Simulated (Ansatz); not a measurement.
Relaxed-ion elastic tensor of Os (diamond, Fd-3m) in GPa (Voigt order), PBEsol (plane waves, PAW; program Ansatz); density 15.18 g/cm³, 20.81 Å³ per atom.

```
230  221  221  0.0  0.0  0.0
221  230  221  0.0  0.0  0.0
221  221  230  0.0  0.0  0.0
0.0  0.0  0.0  9.4  0.0  0.0
0.0  0.0  0.0  0.0  9.4  0.0
0.0  0.0  0.0  0.0  0.0  9.4
```

Is the crystal mechanically stable?

Yes: the smallest eigenvalue of C is 9.4 GPa.

Work out the Voigt, Reuss and Hill averages.

K_V = 224, K_R = 224, K_H = 224; G_V = 7.5, G_R = 6.7, G_H = 7.1 GPa.

Give Young's modulus, Poisson's ratio, Pugh's ratio and the universal anisotropy index.

E = 9KG/(3K + G) = 21.1 GPa; ν = 0.48; K/G = 31.55 (ductile by the Pugh limit of 1.75); A_U = 5G_V/G_R + K_V/K_R − 6 = 0.59.

Estimate the sound speeds and the Debye temperature.

v_l = √((K + 4G/3)/ρ) = 3920 m/s, v_t = √(G/ρ) = 684 m/s, mean 782 m/s; Θ = (h/k)(3n/4πV)^(1/3) v_m = 84.6 K.

Give the Zener ratio and Young's modulus along [100], [110] and [111].

A = 2C44/(C11 − C12) = 1.99; 1/E = S11 − 2(S11 − S12 − S44/2)Γ with Γ = 0, 1/4, 1/3 gives 14.0, 22.2, 27.7 GPa.

Solve the Christoffel equation for the three sound speeds along [100], [110], [111].

Eigenvalues of C_ijkl n_j n_l equal ρv². In km/s, slowest first: [100] 0.78, 0.78, 3.89; [110] 0.56, 0.78, 3.93; [111] 0.64, 0.64, 3.94.

The start of the workflow was typed in or built on a structure type; neither database checked (COD, Materials Project) lists it. It is not the phase usual at ambient conditions (space group No. 194). Symmetry was held in the PBEsol relaxation; its stability against distortions is not shown here. The run is not spin-polarised. As this level gives no gap, shear constants depend on the k-mesh and smearing (Fermi–Dirac, 0.1 eV here). Spin–orbit coupling is left out wherever it is not named.

Potentials: the earlier of the program's two PAW sets. The files were generated under PBE; for other functionals the program regenerates the frozen cores, and for LDA and PBEsol the local potential too.
